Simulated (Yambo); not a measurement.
Yambo run on ZnO (wurtzite, space group P6_3mc, No. 186). The wavefunctions are LDA (pw.x of Quantum ESPRESSO, ONCV potentials, without SOC) ones on a 6×6×4 mesh (26 occupied bands); a = b = 3.184 Å, c = 5.146 Å, α = β = 90.00°, γ = 120.00°.

Yambo input:

```
rim_cut
gw0
dyson
el_el_corr
HF_and_locXC
ppa
em1d
RandQpts= 1000000
RandGvec= 1 Ry
EXXRLvcs= 84 Ry
VXCRLvcs= 336 Ry
Chimod= "HARTREE"
% BndsRnXp
 9 | 125 |
%
NGsBlkXp= 10 Ry
% LongDrXp
 1.0 | 1.0 | 1.0 |
%
PPAPntXp= 27.2114 eV
% GbndRnge
 1 | 55 |
%
GTermKind= "BG"
DysSolver= "n"
ExtendOut
% QPkrange
 1 | 1 | 26 | 27 |
%
```

k points by index: 1 = Γ.

Resulting energies as the program prints them:

```
#    K-point    Band    Eo [eV]    E [eV]    E-Eo [eV]    Vxc [eV]    Vnlxc [eV]    Sc|Eo [eV]    Sc|E [eV]    dSc/dw|Eo [eV]    Re(Z)    Im(Z)
#
    1    26    0.000000    -1.078228    -1.078228    -25.23091    -31.21211    4.617252    4.902972    -7.209962    0.790536    -0.001164
    1    27    0.870570    1.562863    0.692292    -13.46120    -9.407817    -3.224119    -3.361092    -5.383382    0.834838    -0.942010E-3
```
(The two width columns are left out.) Convergence of these settings isn't established.

Geometry relaxed with LDA.
